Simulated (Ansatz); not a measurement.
# SiC: pressure against volume

SiC, P6_3mc, a = 3.078 Å, c = 10.077 Å. The compound has several low-lying forms, and this is one of them. Ansatz: r2SCAN, PAW, 500 eV, Γ-centred 12×12×4 mesh on 8 atoms, Gaussian smearing 0.02 eV; no spin polarisation. Shape and atoms are relaxed at each volume; pressure is positive in compression.

| V (Å³/atom) | P (GPa) |
| --- | --- |
| 9.092 | ? |
| 9.402 | 25.73 |
| 9.712 | 15.87 |
| 10.022 | 7.36 |
| 10.332 | 0.00 |
| 10.642 | -6.35 |
| 10.952 | -11.84 |
| 11.365 | -17.99 |

Question: Take V0 = 10.332 Å³/atom, fit the third-order Birch–Murnaghan form to the other rows, and predict the missing pressure.

Answer: With the Eulerian strain f = ½[(V0/V)^(2/3) − 1] and y = P/[3f(1 + 2f)^(5/2)], the form is the line y = B0 + 1.5 B0 (B0′ − 4) f. Rows (f, y): 0.03245, 225.9; 0.02106, 226.6; 0.01026, 227.3; -0.00976, 227.8; -0.01905, 228.3; -0.03078, 228.4. Means f = 0.0006967, y = 227.38; Σ(Δf)² = 0.003004, ΣΔfΔy = -0.1183; the slope is their ratio. y = 227.4 − 39.38 f GPa, so B0 = 227.4 GPa and B0′ = 4 + 2 × (-39.38)/(3 × 227.4) = 3.88. At V = 9.092, f = 0.04449, y = 225.65 and P = 37.27 GPa. The run gave 37.16 GPa, so the fit is 0.11 GPa too high, a small miss on the scale of the series.